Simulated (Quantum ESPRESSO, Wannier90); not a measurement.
Tight-binding from DFT: InP (zinc blende)

```
begin unit_cell_cart
ang
    0.0000000000    2.9519750000    2.9519750000
    2.9519750000    0.0000000000    2.9519750000
    2.9519750000    2.9519750000    0.0000000000
end unit_cell_cart
begin atoms_frac
In   0.0000000000  0.0000000000  0.0000000000
P   -0.2500000000 -0.2500000000 -0.2500000000
end atoms_frac
```

Cell from Materials Project (mp-20351), symmetrised, no further relaxation. COD (Crystallography Open Database) has an entry of this formula and space group (matched by these alone). Level: LDA, no spin polarisation, no spin-orbit coupling; pw.x of Quantum ESPRESSO at 56 Ry with PseudoDojo potentials, 10×10×10 k-points, Wannier90. Density: 10×10×10 mesh, Gaussian smearing 0.01 Ry. Spin-orbit coupling is left out although heavy elements are present.

A tight-binding model is made by disentanglement and projection with no localisation steps (num_iter = 0), so the 8 orbitals stay atom-like: hydrogen-like In: s;p; P: s;p, axes along x, y, z; frozen window up to 1.87 eV relative to the valence-band maximum. It follows pw.x to 2.1 meV rms for states up to 1.4 eV relative to the valence-band maximum. Matrix elements depend on this choice of orbitals and windows.

Question: What are the on-site energies relative to the valence-band maximum, and how fast do the hoppings decay?

Answer: 
```csv
atom,orbitals,energy (eV)
In1,s,-1.87
In1,pz px py,3.73
P2,s,-7.38
P2,pz px py,0.58
```

```json
[
 {"distance of the centres (Å)": "2–3", "largest modulus (eV)": "1.3"},
 {"distance of the centres (Å)": "4–5", "largest modulus (eV)": "0.45"},
 {"distance of the centres (Å)": "5–6", "largest modulus (eV)": "0.022"},
 {"distance of the centres (Å)": "6–7", "largest modulus (eV)": "0.058"},
 {"distance of the centres (Å)": "7–8", "largest modulus (eV)": "0.019"},
 {"distance of the centres (Å)": "8–9", "largest modulus (eV)": "0.019"},
 {"distance of the centres (Å)": "9–10", "largest modulus (eV)": "0.0077"},
 {"distance of the centres (Å)": "10–11", "largest modulus (eV)": "0.0054"},
 {"distance of the centres (Å)": "11–12", "largest modulus (eV)": "0.0038"},
 {"distance of the centres (Å)": "12–13", "largest modulus (eV)": "0.0046"}
]
```
